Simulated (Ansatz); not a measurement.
Consider the following.

C:
```cif
data_C2
_chemical_formula_sum 'C2'
_space_group_name_H-M_alt 'P 1'
_space_group_IT_number 1
_cell_length_a 2.51510
_cell_length_b 2.51510
_cell_length_c 2.51510
_cell_angle_alpha 60.000
_cell_angle_beta 60.000
_cell_angle_gamma 60.000
loop_
_space_group_symop_operation_xyz
  'x, y, z'
loop_
_atom_site_label
_atom_site_type_symbol
_atom_site_fract_x
_atom_site_fract_y
_atom_site_fract_z
_atom_site_occupancy
C1 C 0.50000 0.50000 0.50000 1
C2 C 0.75000 0.75000 0.75000 1
```

This is the PBE+D3(BJ)-relaxed structure.

Task: All from the program Ansatz at the PBE+D3(BJ) level (PAW), unless another level is named. Estimate the Poisson's ratio.

Result: 0.07.

Task: And the elastic constants (relaxed ions, GPa)?

Result: C11 = 1070, C12 = 128, C44 = 573.

Space group Fd-3m (diamond). Symmetry was held in the PBE+D3(BJ) relaxation.

Potentials: the later of the program's two PAW sets.
